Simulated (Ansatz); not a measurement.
Relaxed-ion elastic tensor of Li (9R (Sm type), R-3m) in GPa (Voigt order), DFT-PBEsol in the program Ansatz with PAW potentials; density 0.57 g/cm³, 20.21 Å³ per atom.

|  | 1 | 2 | 3 | 4 | 5 | 6 |
|---|---|---|---|---|---|---|
| 1 | 22.0 | 12.4 | 6.3 | 1.5 | 0.0 | 0.0 |
| 2 | 12.4 | 22.0 | 6.3 | -1.5 | 0.0 | 0.0 |
| 3 | 6.3 | 6.3 | 28.5 | 0.0 | 0.0 | 0.0 |
| 4 | 1.5 | -1.5 | 0.0 | 4.8 | 0.0 | 0.0 |
| 5 | 0.0 | 0.0 | 0.0 | 0.0 | 4.8 | 1.5 |
| 6 | 0.0 | 0.0 | 0.0 | 0.0 | 1.5 | 4.8 |

**Question.** Is the crystal mechanically stable?

**Answer.** Yes: the smallest eigenvalue of C is 3.4 GPa.

**Question.** Work out the Voigt, Reuss and Hill averages.

**Answer.** K_V = 13.6, K_R = 13.6, K_H = 13.6; G_V = 6.1, G_R = 5.0, G_H = 5.5 GPa.

**Question.** Give Young's modulus, Poisson's ratio, Pugh's ratio and the universal anisotropy index.

**Answer.** E = 9KG/(3K + G) = 14.6 GPa; ν = 0.32; K/G = 2.46 (ductile by the Pugh limit of 1.75); A_U = 5G_V/G_R + K_V/K_R − 6 = 1.09.

**Question.** Estimate the sound speeds and the Debye temperature.

**Answer.** v_l = √((K + 4G/3)/ρ) = 6070 m/s, v_t = √(G/ρ) = 3110 m/s, mean 3490 m/s; Θ = (h/k)(3n/4πV)^(1/3) v_m = 381 K.

**Question.** Solve the Christoffel equation for the three sound speeds along x, y, z.

**Answer.** Eigenvalues of C_ijkl n_j n_l equal ρv². In km/s, slowest first: x 2.43, 3.32, 6.22; y 2.88, 2.90, 6.23; z 2.92, 2.92, 7.07.

**Question.** How much does each axis shrink under pressure?

**Answer.** Linear compressibilities β_i = Σ_j S_ij (j = 1 to 3): x 25, y 25, z 24 per TPa.

The workflow started from a Materials Project entry (that database holds measured and hypothetical structures alike); the Crystallography Open Database files this formula in space group No. 166, but the cells were not matched. It is not the phase usual at ambient conditions (space group No. 229). The PBEsol relaxation kept the symmetry of its start; of distortions, only those at the zone centre were tested. As this level gives no gap, shear constants depend on the k-mesh and smearing (Fermi–Dirac, 0.1 eV here).

Potentials: the later of the program's two PAW sets.
